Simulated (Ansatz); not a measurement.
HfIr₃ (I4/mmm), relaxed with PBE (Ansatz, a quantum-chemistry and plane-wave program, plane waves, PAW): a = 3.978 Å, b = 3.978 Å, c = 7.958 Å, α = 90.00°, β = 90.00°, γ = 90.00°.

ΔH_f (eV/atom): -0.60
B₀ by P(V) fit (GPa): 270

**Question.** The same phase is relaxed and computed with r²SCAN in the same code. What are the cell and these values now?

**Answer.** a = 3.955 Å, b = 3.955 Å, c = 7.899 Å, α = 90.00°, β = 90.00°, γ = 90.00°.

- ΔH_f (eV/atom): -0.66
- B₀ by P(V) fit (GPa): 292

Constructed cells (a structure type filled with these elements, in neither database checked): HfIr3, I4/mmm (Ir on 2b, Ir on 4d, Hf on 2a). All cells were relaxed under the symmetry of their starts (and spin orders); stability against distortions was not tested throughout. Rows with no word on spin ran without spin polarisation. Scalar-relativistic: spin–orbit coupling is off unless named, which matters more the heavier the elements.

Potentials: the earlier of the program's two PAW sets.

Ansatz is a plane-wave DFT program.

Formation energies count from the lowest solids of the elements computed at the same level, not from gases.
